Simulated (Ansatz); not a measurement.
Input deck for Ansatz 0.2.0, then the block of the output on the nuclei.

The cell is a Materials Project structure (computed, not necessarily an observed phase), atoms as given.

```yaml
crystal:
  lattice:
    - [3.55801933, 0.0, 0.0]
    - [0.0, 3.55801933, 0.0]
    - [0.0, 0.0, 5.17186121]
  atoms:
    - { symbol: Hf, position: [0.5, 0.5, 0.5] }
    - { symbol: Hf, position: [0.0, 0.0, 0.0] }
    - { symbol: O, position: [0.0, 0.5, 0.69720788] }
    - { symbol: O, position: [0.5, 0.0, 0.80279212] }
    - { symbol: O, position: [0.5, 0.0, 0.30279212] }
    - { symbol: O, position: [0.0, 0.5, 0.19720788] }
kpoints:
  mp_grid: { grid: [5, 5, 4] }
scf:
  occupations: { method: fermi_dirac, width: 0.02 }
hamiltonian:
  xc: pbe
  pseudopotentials: { kind: paw, frozen_core: stored }
output:
  forces: true
  stress: true
  populations: true
  efg: { quadrupole_moments_barn: { Hf: 3.365, O: -0.02558 } }
  write_density: true
  write_potential: true
  elf: true
  volumetric_format: npy
```

```sh
ansatz run input.yaml --threads 1 --pin off --max-ram 3072MiB --backend cpu --events-out ev --progress --plain --runs-dir out
```

Of the output, the block on the nuclei alone is shown; the set-up, the SCF iterations, energies, forces and stress are cut.

```
--- PAW observables at the nuclei: V_zz in 10²¹ V/m², potentials from the cell's mean, atoms counted from 1 ---
  atom   1  Hf V_zz =   +14.122179   η = 0.0000   by run symmetry: allowed   C_q = +1149.0559 MHz
            electrostatic potential = -14180.775234 V   contact ρ = none
  atom   2  Hf V_zz =   +14.122179   η = 0.0000   by run symmetry: allowed   C_q = +1149.0559 MHz
            electrostatic potential = -14180.775234 V   contact ρ = none
  atom   3  O  V_zz =    +0.888455   η = 0.0290   by run symmetry: allowed   C_q = -0.5495 MHz
            electrostatic potential = -631.627424 V   contact ρ = none
  atom   4  O  V_zz =    +0.888455   η = 0.0290   by run symmetry: allowed   C_q = -0.5495 MHz
            electrostatic potential = -631.627424 V   contact ρ = none
  atom   5  O  V_zz =    +0.888455   η = 0.0290   by run symmetry: allowed   C_q = -0.5495 MHz
            electrostatic potential = -631.627424 V   contact ρ = none
  atom   6  O  V_zz =    +0.888455   η = 0.0290   by run symmetry: allowed   C_q = -0.5495 MHz
            electrostatic potential = -631.627424 V   contact ρ = none
```

The run took 2.4 s of wall time (2.2 s of CPU time) and 0.41 GiB at its peak, on 1 thread of AMD EPYC 9R14 (Zen 4) (x86_64; 16 cores open to the job, memory cap 3.0 GiB, no GPU), a shared host with a load of 0.2 a core.

At this cell the PBE pressure is 10 GPa, so with PBE the cell would grow if it were relaxed. The entry's cell may itself be off. Without spin–orbit coupling the gradients at and beside Hf can be off by some per cent, at some sites by more.
